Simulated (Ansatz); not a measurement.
# Magnetic orders of CoGe

The calculation used DFT r2SCAN, scalar-relativistic, plane waves, PAW (Ansatz).

```
Co Ge
1.0
     2.89809    0.00000    0.00000
     0.00000    2.89809    0.00000
     0.00000    0.00000    2.89665
Co Ge
1 1
Direct
  0.00000 0.00000 0.00000
  0.50000 0.50000 0.50000
```

```json
{
  "plane-wave cutoff": "500 eV",
  "Γ-centred k-mesh": "16×16×12",
  "occupation rule": "Gaussian smearing, 0.1 eV",
  "list of starting moments (μB, in atom order)": "2 0",
  "check for lower electronic states after the SCF": "off"
}
```

All runs keep this geometry, which stands near equilibrium for the lowest state (largest force there 0.000 eV/Å, pressure 0.0 GPa) and needn't be a stable compound; relaxing each order can shift differences of a few meV. The large starts are 3.5 0 μB. The small starts are 0.5 0 μB. r2SCAN tends to overstate moments in metals, so a weak moment here may be absent in the real material. Site moments are spin moments in atom-centred spheres that scale with the neighbour distance. The states are those that the runs reached from these starts; a lower one can exist. No antiferromagnetic start is among these.

| start | ends | energy above lowest (meV/atom) | site moments (μB) | gap on mesh (eV) | P (GPa) |
| --- | --- | --- | --- | --- | --- |
| no spin | non-magnetic | 108 | none over 0.05 | metal | -3.9 |
| ferromagnetic | ferromagnetic | 0.00 | Co +1.00 | metal | 0.0 |
| large parallel starting moments | ferromagnetic | 0.00 | Co +1.00 | metal | 0.0 |
| small parallel starting moments | ferromagnetic | 0.00 | Co +1.00 | metal | 0.0 |